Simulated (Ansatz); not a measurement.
Ba: clamped-ion strain scan

Level of theory: DFT LDA, scalar-relativistic, plane waves, PAW (Ansatz). The runs took a 420 eV cutoff, a Γ-centred 12×12×12 mesh and Gaussian smearing (0.15 eV). No spin polarisation. Energies are free energies at this smearing, counted from the undisturbed cell; pressure is positive in compression.

The undisturbed cell (as given, not relaxed at this level; it stands at -1.2 GPa; this simple cubic form isn't the usual structure):

```xyz
1
Lattice="3.9177 0.0000 0.0000 0.0000 3.9177 0.0000 0.0000 0.0000 3.9177" Properties=species:S:1:pos:R:3 pbc="T T T"
Ba    0.0000    0.0000    0.0000
```

The cell is strained by ε times the Voigt pattern (0, 0, 1, 0, 0, 0) (xx, yy, zz, yz, xz, xy; engineering shear) with fractional coordinates fixed. The cell is metallic on the mesh throughout.

```
      ε  ΔE (meV/atom)
-0.0600           -8.5
-0.0300           -9.0
 0.0000            0.0
 0.0150            7.4
 0.0450           27.3
```

Question: Predict the pressure (GPa) at each point.

Answer:
```tsv
ε	pressure (GPa)
-0.0600	-0.8
-0.0300	-1.0
0.0000	-1.2
0.0150	-1.2
0.0450	-1.3
```